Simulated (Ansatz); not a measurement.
A plane-wave DFT run in Ansatz 0.2.0 (scalar-relativistic PAW potentials unless the input names others): input and command.

```yaml
crystal:
  lattice:
    - [3.0677922107, 0.0, 0.0]
    - [0.0, 3.0677922107, 0.0]
    - [0.0, 0.0, 3.0677922107]
  atoms:
    - { symbol: Be, position: [0.0, 0.5, 0.5], spin: 1.0 }
    - { symbol: Be, position: [0.5, 0.0, 0.5], spin: 3.0 }
    - { symbol: Be, position: [0.5, 0.5, 0.0], spin: 1.0 }
    - { symbol: B, position: [0.0, 0.0, 0.0], spin: 1.0 }
basis:
  ecutwfc: 420
kpoints:
  mp_grid: { grid: [16, 16, 16] }
hamiltonian:
  xc: pbe
scf:
  occupations: { method: tetrahedron_uncorrected }
output:
  forces: true
  eigenvalues: true
  stress: true
magnetization:
  spin_polarized: true
```

```bash
ansatz run input.yaml --threads 1 --pin off --max-ram 2560MiB --backend cpu --events-out ev --progress --plain --runs-dir out
```

Abridged log:
```
Pseudopotentials: kind: paw
Pseudopotential: Be, paw, valence charge 2, recommended cutoff 420 eV (normal)
Pseudopotential: B, paw, valence charge 3, recommended cutoff 420 eV (normal)
Functional definition: PBE
Crystal: 4 atoms, lattice volume = 28.872 Å³
Basis set: ecut = 420 eV, 587 PW (Γ), exchange–correlation on 48×48×48 points (8 copies of the dense FFT grid, shifted against one another)
Bands: 12, of which v1, the nominal top of the filled ones, is band 5 counted from 1 (4 counted from 0)
Symmetry: 16 space group operations
Space group: P4/mmm (ITA 123), of the structure as read, at distance tolerance 3.1e-5 Å
Magnetic group: BNS 123.339 (UNI 999), of the structure as read, at distance tolerance 3.1e-5 Å
k-points: 405 of 4096
Initial density: superposition of atomic densities (chi_scale 0.1, normalization cell)
Starting moments: Σ|m| = 6 μB on 4 of 4 sites
Initial wavefunctions: pseudopotential atomic-orbital guess
Functional: x = pbe(κ = 0.804, μ = 0.21951497), c = pbe(β = 0.06672455)
SCF iter   1: F=—  HF=-430.538016 eV  |F-HF|=—  |Δ(HF+E_count)|=         —  Δρ=7.29e-2 (↑7.21e-2 ↓7.29e-2) dr2=1.95e-1  dr2_m=1.35e0  M=0.804 μB ∫|m|=0.804 μB  β_m=0.30  ethr=2.17e-3  ⟨swp⟩=1.0  Hψ=74265  notcnv=0
SCF iter   2: F=—  HF=-431.768690 eV  |F-HF|=—  |Δ(HF+E_count)|=    1.23e0  Δρ=5.41e-2 (↑5.35e-2 ↓5.41e-2) dr2=8.80e-2  dr2_m=7.49e-1  M=0.617 μB ∫|m|=0.617 μB  β_m=0.30  ethr=2.17e-3  ⟨swp⟩=1.8  Hψ=14386  notcnv=0
SCF iter   3: F=—  HF=-432.381370 eV  |F-HF|=—  |Δ(HF+E_count)|=   6.13e-1  Δρ=3.90e-2 (↑3.90e-2 ↓3.90e-2) dr2=1.93e-3  dr2_m=4.02e-1  M=0.505 μB ∫|m|=0.505 μB  β_m=0.30  ethr=9.78e-4  ⟨swp⟩=2.5  Hψ=18372  notcnv=0  defer=119
SCF iter   4: F=—  HF=-432.753575 eV  |F-HF|=—  |Δ(HF+E_count)|=   3.72e-1  Δρ=2.96e-2 (↑2.95e-2 ↓2.96e-2) dr2=1.15e-3  dr2_m=2.30e-1  M=0.382 μB ∫|m|=0.382 μB  β_m=0.30  ethr=2.14e-5  ⟨swp⟩=2.2  Hψ=20555  notcnv=0  defer=511
SCF iter   5: F=—  HF=-432.962268 eV  |F-HF|=—  |Δ(HF+E_count)|=   2.09e-1  Δρ=2.23e-2 (↑2.23e-2 ↓2.22e-2) dr2=2.48e-4  dr2_m=1.31e-1  M=0.293 μB ∫|m|=0.293 μB  β_m=0.30  ethr=1.28e-5  ⟨swp⟩=2.2  Hψ=18465  notcnv=0  defer=521
SCF iter   6: F=—  HF=-433.079356 eV  |F-HF|=—  |Δ(HF+E_count)|=   1.17e-1  Δρ=1.67e-2 (↑1.67e-2 ↓1.67e-2) dr2=2.52e-5  dr2_m=7.39e-2  M=0.229 μB ∫|m|=0.229 μB  β_m=0.30  ethr=2.76e-6  ⟨swp⟩=2.5  Hψ=19434  notcnv=0  defer=558
SCF iter   7: F=—  HF=-433.144473 eV  |F-HF|=—  |Δ(HF+E_count)|=   6.51e-2  Δρ=1.26e-2 (↑1.26e-2 ↓1.26e-2) dr2=2.66e-5  dr2_m=4.22e-2  M=0.179 μB ∫|m|=0.179 μB  β_m=0.30  ethr=2.80e-7  ⟨swp⟩=3.1  Hψ=24027  notcnv=0  defer=607
Mixer restart at iter 7: flushing history
spin-set hold released at iteration 7 (site moments contracting): the magnetisation degrees of freedom join the quasi-Newton model from the next iteration; the mixer history was flushed
SCF iter   8: F=—  HF=-433.181144 eV  |F-HF|=—  |Δ(HF+E_count)|=   3.67e-2  Δρ=9.58e-3 (↑9.57e-3 ↓9.58e-3) dr2=1.11e-5  dr2_m=2.43e-2  M=0.139 μB ∫|m|=0.139 μB  β_m=0.65  ethr=2.80e-7  ⟨swp⟩=3.0  Hψ=23437  notcnv=0  defer=620
SCF iter   9: F=—  HF=-433.230201 eV  |F-HF|=—  |Δ(HF+E_count)|=   4.91e-2  Δρ=7.83e-4 (↑5.44e-4 ↓7.83e-4) dr2=3.77e-5  dr2_m=1.15e-4  M=0.008 μB ∫|m|=0.016 μB  β_m=0.82  ethr=1.23e-7  ⟨swp⟩=3.6  Hψ=28209  notcnv=0  defer=628
SCF iter  10: F=—  HF=-433.230432 eV  |F-HF|=—  |Δ(HF+E_count)|=   2.31e-4  Δρ=4.51e-4 (↑4.51e-4 ↓1.53e-4) dr2=5.44e-5  dr2_m=2.31e-5  M=0.003 μB ∫|m|=0.007 μB  β_m=0.83  ethr=1.23e-7  ⟨swp⟩=3.0  Hψ=21707  notcnv=0  defer=694
SCF iter  11: F=—  HF=-433.229983 eV  |F-HF|=—  |Δ(HF+E_count)|=   4.49e-4  Δρ=2.40e-4 (↑4.68e-5 ↓2.40e-4) dr2=2.24e-5  dr2_m=5.15e-6  M=0.001 μB ∫|m|=0.003 μB  β_m=0.77  ethr=1.23e-7  ⟨swp⟩=2.5  Hψ=19825  notcnv=0  defer=700
SCF iter  12: F=—  HF=-433.229988 eV  |F-HF|=—  |Δ(HF+E_count)|=   5.11e-6  Δρ=7.48e-5 (↑2.36e-5 ↓7.48e-5) dr2=1.70e-6  dr2_m=6.00e-7  M=0.000 μB ∫|m|=0.001 μB  β_m=0.80  ethr=1.23e-7  ⟨swp⟩=2.6  Hψ=17936  notcnv=0  defer=705
SCF iter  13: F=-433.229989 eV  HF=-433.229989 eV  |F-HF|=4.67e-9  |Δ(HF+E_count)|=   8.98e-7  Δρ=1.40e-5 (↑6.86e-6 ↓1.40e-5) dr2=4.98e-8  dr2_m=2.61e-8  M=0.000 μB ∫|m|=0.000 μB  β_m=0.78  ethr=1.11e-9  ⟨swp⟩=3.2  Hψ=41076  notcnv=0
SCF iter  14: F=-433.229989 eV  HF=-433.229989 eV  |F-HF|=1.94e-9  |Δ(HF+E_count)|=   5.10e-8  Δρ=1.81e-6 (↑1.61e-6 ↓1.81e-6) dr2=2.24e-10  dr2_m=7.48e-10  M=0.000 μB ∫|m|=0.000 μB  β_m=0.89  ethr=5.53e-10  ⟨swp⟩=1.7  Hψ=32173  notcnv=0
SCF iter  15: F=-433.229989 eV  HF=-433.229989 eV  |F-HF|=1.43e-11  |Δ(HF+E_count)|=   2.87e-9  Δρ=1.61e-7 (↑1.38e-7 ↓1.61e-7) dr2=2.39e-12  dr2_m=5.42e-12  M= 0.000 μB ∫|m|=0.000 μB  ethr=2.49e-12  ⟨swp⟩=1.0  Hψ=35165  notcnv=0
SCF 1 converged in 15 iterations: F = -433.229989 eV  dr2 = 2.39e-12
WARN: the starting moments were not kept: the SCF closed with an absolute magnetisation of 2.6e-6 μB, where they sum to 6 μB in size (4 sites). That is at most 0.1 of that sum. Measured as dr2_m measures the in/out step, that magnetisation stands 8.4e-13 eV from none, at or under the dr2_threshold of 1.0e-7 eV: it is no larger than a step whose dr2_m would equal this threshold. The system may hold no moment; this SCF shows only that its start led to no more than that. To try another start: raise the starting moments (crystal.atoms[].spin, magnetization.per_species, magnetization.initial_magnet ...
SCF converged after 15 iterations
Magnetization:  0.0000 μB (4.5000 up, 4.5000 down)
Absolute magnetization: 0.0000 μB (∫|ρ↑−ρ↓|, with the PAW one-centre terms)
Spin contamination: 0.0000 ħ² per cell (⟨S²⟩ above its minimum at these occupations)
Per-site moments (μB) at R_I (Å): [(2.80061200e-7, 0.89481837), (-8.28824720e-7, 0.89481837), (2.80061200e-7, 0.89481837), (3.44834095e-8, 0.89481837)]
Free energy (F): -433.229989 eV
Harris-Foulkes:  -433.229989 eV  (|F-HF|=1.43e-11)
Internal energy: -433.229950 eV  (E = F + TS)
E sigma→0 (E₀):  -433.229989 eV
Entropy (-TS):   -0.000039 eV (-0.010 meV/atom)
Fermi energy:    9.573197 eV
--- Forces (eV/Å), atoms counted from 1 ---
  atom   1  Be     0.00000000     0.00000000     0.00000000
  atom   2  Be     0.00000000     0.00000000     0.00000000
  atom   3  Be     0.00000000     0.00000000     0.00000000
  atom   4  B      0.00000000     0.00000000     0.00000000
--- Stress (GPa, compression-positive) ---
        0.146373       0.000000       0.000000
        0.000000       0.146373       0.000000
        0.000000       0.000000       0.146373
  P = ⅓ Tr σ = 0.1464 GPa (1.464 kbar)
```

Apart from outputs, empty bands and the relaxation, which only the reference makes, the input differs from a reference run on usual settings in scf.occupations.method: "gaussian" → "tetrahedron_uncorrected"; scf.occupations.width: 0.1 → not typed; magnetization: not typed → {"spin_polarized": true} (ferro starting moments). The reference, at the same geometry, ended its own course with pressure 0.02 GPa, largest force 0.000 eV/Å, no gap on the mesh. This run converged in 15 SCF iterations with an energy at zero smearing 10.50 meV/atom above the reference's, pressure 0.15 GPa, largest force 0.000 eV/Å, no gap on the mesh.

The run took 30 s on 1 thread of Arm Neoverse V2, on a shared host, peak memory 0.47 GiB.